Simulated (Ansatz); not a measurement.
Values for one crystal, relaxed and computed with plane-wave PAW PBEsol (Ansatz code); other levels are named.

* **Volume per atom**: 13.50 Å³
* **Electronic character**: metallic (no gap)
* **Elastic constants (relaxed ions, GPa)**: C11 = 422, C22 = 227, C33 = 378, C12 = 150, C13 = 165, C23 = 176, C44 = 118, C55 = 123, C66 = 105
* **Hill bulk and shear moduli**: 214 and 99.4 GPa
* **Bulk modulus (Birch–Murnaghan fit)**: 206 GPa
* **Highest zone-centre frequency**: 54.6 meV
* **Pressure derivative B′**: 4.4

Problem. Pick the material that matches.
A. SiSn, CsCl type
B. SiRh, Pnma (Si on 4c, Rh on 4c)
C. SiW3, Fm-3m (Si on 4a, W on 4b, W on 8c)
D. SiGe, NiAs type

Solution. B, SiRh, Pnma (Si on 4c, Rh on 4c)

The workflow started from a Materials Project entry (that database holds measured and hypothetical structures alike); the Crystallography Open Database copy checked does not list it. COD files the formula under space group No. 14. Its standing as an ambient phase is unchecked. The cell was relaxed with PBEsol under the symmetry of its start; its stability against distortions is not shown here. No spin polarisation was allowed. As this level gives no gap, shear constants depend on the k-mesh and smearing (Fermi–Dirac, 0.1 eV here). On the denser mesh and wider smearing of the elastic run this cell carries a stress of 0.3 GPa. Scalar-relativistic: spin–orbit coupling is off unless named, which matters more the heavier the elements.

Potentials: the earlier of the program's two PAW sets. The files were generated under PBE; for other functionals the program regenerates the frozen cores, and for LDA and PBEsol the local potential too.
